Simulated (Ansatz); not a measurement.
Frames from the relaxation of a relaxed Sb cell with every coordinate shifted by Gaussian noise of σ = 0.2 Å, as extended XYZ (Å, eV, eV/Å, GPa with compression positive). Level of theory: r2SCAN (plane waves to 500 eV, PAW, scalar-relativistic; Ansatz, an electronic-structure program). Γ-centred k-mesh 9×9×9 on the run's cell (coarser than for final values), Fermi–Dirac smearing 0.05 eV.

```xyz
2
Lattice="2.1710 1.2534 3.8714 -2.1710 1.2534 3.8714 0.0000 -2.5069 3.8714" Properties=species:S:1:pos:R:3:forces:R:3 pbc="T T T" step=1 free_energy=-12997.100 pressure=12.1 accepted=T
Sb    -0.0882    -0.1319     2.6098    4.4015   -2.7073    3.9170
Sb     0.2738    -0.4527     9.1379   -4.4015    2.7073   -3.9170
2
Lattice="2.1924 1.2316 3.8651 -2.1244 1.2134 3.8328 0.0183 -2.5744 3.8909" Properties=species:S:1:pos:R:3:forces:R:3 pbc="T T T" step=3 free_energy=-12998.375 pressure=-0.1 accepted=T
Sb     0.0567    -0.2706     2.7636    0.3206   -0.1798   -0.0123
Sb     0.2126    -0.4498     8.9661   -0.3206    0.1798    0.0123
2
Lattice="2.1550 1.2597 3.8798 -2.1623 1.2524 3.8863 -0.0100 -2.5142 3.8837" Properties=species:S:1:pos:R:3:forces:R:3 pbc="T T T" step=5 free_energy=-12998.398 pressure=0.3 accepted=T
Sb     0.0933    -0.2957     2.7526   -0.0119   -0.0005    0.0865
Sb     0.0727    -0.2923     9.0307    0.0119    0.0005   -0.0865
```

The path has 9 moves and ends in R-3m (No. 166) (AFLOW prototype A_hR2_166_c (A7, as in As)), 0.65 eV/atom below its start. Free energies are of the whole cell and compare only within this code, potentials and settings.  No spin polarisation in the result.

The run could not lose the symmetry of its start.
